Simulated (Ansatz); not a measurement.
### Question
Each is relaxed and computed with r²SCAN (plane waves, PAW; program Ansatz). Which is the only one with a gap?
(A) YbBPd3, cubic perovskite
(B) CsPbBr3, cubic perovskite
(C) GdBPd3, cubic perovskite
(D) GdBRh3, cubic perovskite

### Answer
B, CsPbBr3, cubic perovskite. CsPbBr3: gap 2.03 eV (direct); YbBPd3: metal; GdBRh3: metal; GdBPd3: metal. Caveat: open 4f shells can settle in a state that is not the lowest. Spin orders computed, not proven ground states: YbBPd3, cubic perovskite ferromagnetic; GdBRh3, cubic perovskite ferromagnetic; GdBPd3, cubic perovskite ferromagnetic. Not the usual ambient phase: CsPbBr3, cubic perovskite. Standing as an ambient phase not checked: YbBPd3, cubic perovskite; GdBRh3, cubic perovskite; GdBPd3, cubic perovskite. All cells were relaxed under the symmetry of their starts (and spin orders); stability against distortions was not tested throughout. No Hubbard U is applied. Spin–orbit coupling is left out wherever it is not named.

Potentials: the later of the program's two PAW sets.
